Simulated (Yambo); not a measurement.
```xyz
4
Lattice="3.6460 0.0000 0.0000 -1.8230 3.1575 0.0000 0.0000 0.0000 16.5000" Properties=species:S:1:pos:R:3 pbc="T T T"
H      0.0000     0.0000     1.7542
O      0.0000     0.0000     0.7860
Cl     0.0000     2.1050    -1.7542
Cd     1.8230     1.0525    -0.2462
```

Response from Yambo on norm-conserving PBEsol (Quantum ESPRESSO, 102 Ry, with spin-orbit coupling) bands: 18×18×1 mesh, 108 bands, 2 Ry local-field block, 0.2 eV broadening.

### Question
Give the static in-plane polarisability without and with local fields.

### Answer
| field along | α(0), independent particles (Å) | α(0), RPA with local fields (Å) | screening length 2πα (Å) |
|---|---|---|---|
| x | 1.22 | 1.09 | 6.9 |
Electronic (clamped-ion) response only. PBEsol gaps are usually too small, which raises these values. Convergence of the RPA response with its 18×18×1 mesh was not tested.

Geometry relaxed with PBEsol.

This is a model layer cut from the bulk structure; whether it is stable on its own was not checked.
